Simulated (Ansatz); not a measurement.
## ZrAlCo₄ (F-43m): electronic heat capacity from the density of states

All numbers below come from Ansatz 0.2.0, DFT r2SCAN, scalar-relativistic, plane waves, PAW.

Settings: cutoff 500 eV, Γ-centred mesh 10×10×10 on the computed 6-atom cell, Gaussian smearing of 0.10 eV; collinear spin from starting moments -0.38 0 1.75 1.75 1.75 1.75 μB.

Relaxed cell: F-43m, a = 6.786 Å, b = 6.786 Å, c = 6.786 Å, α = 90.00°, β = 90.00°, γ = 90.00°, 6 atoms in the primitive cell. Whether it is the stable form of this composition wasn't checked.

The density of states at the Fermi level is 6.998 states/eV in the cell of 6 atoms (1 formula unit; both spins, tetrahedra on a 15×15×15 mesh). The run ends with a moment of 5.37 μB a cell (largest on a site 1.59 μB), and the figure is for this state; a paramagnetic sample can have a quite different one. Another magnetic order, if the compound takes it, can change N(E_F) and the shape of the cell a good deal.

Problem. What Sommerfeld coefficient does this give?

Solution. Per formula unit N(E_F) = 6.998 states/eV. γ = (π²/3) k_B² N(E_F) N_A = 2.357 mJ/(mol K²) per state/eV, so γ = 16.5 mJ/(mol K²), a mole of formula units. This is the bare band result: a measured γ of the same phase and magnetic order is as a rule larger by a factor 1 + λ from phonons and spin fluctuations. N(E_F) at one energy is sensitive to the mesh where the density of states has sharp peaks.

The state reached may not be the lowest one.

Only this magnetic start was tried.